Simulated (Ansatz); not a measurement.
Frames from the relaxation of a relaxed Y cell displaced along its unstable phonon at q = (½, 0, 0) of its primitive reciprocal cell (82i cm⁻¹), largest move 0.15 Å, as extended XYZ (Å, eV, eV/Å, GPa with compression positive). Calculation: r2SCAN (plane waves to 500 eV, PAW, scalar-relativistic; Ansatz, a first-principles code). Γ-centred k-mesh 5×10×10 on the run's cell (coarser than for final values), Fermi–Dirac smearing 0.05 eV.

```xyz
2
Lattice="6.5141 0.0000 0.0000 0.0000 3.2571 0.0000 0.0000 0.0000 3.2571" Properties=species:S:1:pos:R:3:forces:R:3 pbc="T T T" step=1 free_energy=-7717.761 pressure=0.2 accepted=T
Y      0.0000     0.0000    -0.1500    0.0000    0.0000   -0.3370
Y      3.2571     0.0000     0.1500    0.0000    0.0000    0.3370
2
Lattice="6.4913 0.0000 0.0000 0.0000 3.2651 0.0000 0.0000 0.0000 3.2586" Properties=species:S:1:pos:R:3:forces:R:3 pbc="T T T" step=2 free_energy=-7717.960 pressure=-0.1 accepted=T
Y      0.0000     0.0000    -0.3453    0.0000    0.0000   -0.6373
Y      3.2457     0.0000     0.3453    0.0000    0.0000    0.6373
2
Lattice="6.4053 0.0000 0.0000 0.0000 3.2722 0.0000 0.0000 0.0000 3.2765" Properties=species:S:1:pos:R:3:forces:R:3 pbc="T T T" step=3 free_energy=-7718.234 pressure=-0.2 accepted=T
Y      0.0000     0.0000    -0.5435    0.0000    0.0000   -0.5818
Y      3.2027     0.0000     0.5435    0.0000    0.0000    0.5818
```

The path has 9 moves and ends in P6/mmm (No. 191) (AFLOW prototype A_hP1_191_a (A_f, as in Sn)), 0.37 eV/atom below its start. Free energies are of the whole cell and compare only within this code, potentials and settings.  No spin polarisation in the result.

The run could not lose the symmetry of its start: the end is stationary, and may be a saddle point rather than a minimum.

The end of the path is a generated cell of Y: the first start was made by placing the elements on the sites of a structure type, and the end was not matched to a known phase here, so it may be hypothetical. Known forms of Y include space group No. 194.
